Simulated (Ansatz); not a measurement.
ScPd3C:
```cif
data_CPd3Sc
_chemical_formula_sum 'Sc1 Pd3 C1'
_space_group_name_H-M_alt 'Pm-3m'
_space_group_IT_number 221
_space_group_name_Hall '-P 4 2 3'
_cell_length_a 4.18184
_cell_length_b 4.18184
_cell_length_c 4.18184
_cell_angle_alpha 90.000
_cell_angle_beta 90.000
_cell_angle_gamma 90.000
loop_
_atom_site_label
_atom_site_type_symbol
_atom_site_symmetry_multiplicity
_atom_site_Wyckoff_symbol
_atom_site_fract_x
_atom_site_fract_y
_atom_site_fract_z
_atom_site_occupancy
Sc1 Sc 1 a 0.00000 0.00000 0.00000 1
Pd1 Pd 3 c 0.00000 0.50000 0.50000 1
C1 C 1 b 0.50000 0.50000 0.50000 1
```

Relaxed with r²SCAN.

Task: Tabulate the valence density and the electron localisation function along the shortest Sc–Pd contact (2.96 Å), r²SCAN in the plane-wave PAW code Ansatz.

Result: 

```
distance from Sc (Å)  density (e/Å³)   ELF
--------------------  --------------  ----
0.30                            7.39  0.31
0.44                            5.45  0.60
0.59                            3.21  0.71
0.74                            1.47  0.65
0.89                            0.58  0.38
1.03                            0.27  0.12
1.18                            0.17  0.07
1.33                            0.16  0.12
1.48                            0.18  0.24
1.63                            0.23  0.29
1.77                            0.34  0.28
1.92                            0.59  0.32
2.07                            1.18  0.39
2.22                            2.74  0.44
2.37                            5.65  0.41
2.51                            9.47  0.32
2.66                           13.25  0.23
```

The density is the valence pseudo-density with augmentation charge, so density and ELF within about 1 Å of a nucleus are not all-electron values.

The start of the workflow was typed in or built on a structure type; neither database checked (COD, Materials Project) lists it. Its standing as an ambient phase is unchecked. The r²SCAN relaxation kept the symmetry of its start; whether a distortion lowers the energy is not shown. The run is not spin-polarised.

Potentials: the earlier of the program's two PAW sets.
